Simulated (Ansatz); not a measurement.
**Data sheet: Te$_{2}$Pd (DFT)**

Te₂Pd:
```cif
data_PdTe2
_chemical_formula_sum 'Pd1 Te2'
_space_group_name_H-M_alt 'P-3m1'
_space_group_IT_number 164
_space_group_name_Hall '-P 3 2"'
_cell_length_a 4.01060
_cell_length_b 4.01060
_cell_length_c 5.03299
_cell_angle_alpha 90.000
_cell_angle_beta 90.000
_cell_angle_gamma 120.000
loop_
_atom_site_label
_atom_site_type_symbol
_atom_site_symmetry_multiplicity
_atom_site_Wyckoff_symbol
_atom_site_fract_x
_atom_site_fract_y
_atom_site_fract_z
_atom_site_occupancy
Pd1 Pd 1 a 0.00000 0.00000 0.00000 1
Te1 Te 2 d 0.33333 0.66667 0.26729 1
```

Space group P-3m1 (No. 164); conventional cell a = b = 4.011 Å, c = 5.033 Å, α = β = 90.00°, γ = 120.00°.

Method: DFT-LDA in the program Ansatz with PAW potentials. The cell and atoms are relaxed at this level. Other levels are named where they apply.

**Cell and energy**

```yaml
volume_per_atom: 23.37 Å³
density: 8.56 g/cm³
Formation energy from the elements (no fitted shifts): -0.38 eV/atom
```

**Electronic structure**

```yaml
electronic_character: metallic (no gap)
Density of states at the Fermi level: 0.45 states/eV per atom (mean over ±0.08 eV)
Gap with spin–orbit coupling: none (metallic)
```

**Mechanics**

```yaml
Bulk modulus (Birch–Murnaghan fit): 72.1 GPa
Pressure derivative B′: 7.6
```

**Charges**

```yaml
bader_charges: Pd -0.30, Te +0.15 e
```

The workflow started from an entry of the Crystallography Open Database (COD). Its standing as an ambient phase is unchecked. The LDA relaxation kept the symmetry of its start; whether a distortion lowers the energy is not shown. No spin polarisation was allowed. A crystal of weakly bound layers computed without a dispersion correction: the cell and the soft elastic constants depend strongly on that. The references are the lowest solids computed at this level, not always the standard phases. Scalar-relativistic: spin–orbit coupling is off unless named, which matters more the heavier the elements.

Potentials: the later of the program's two PAW sets.
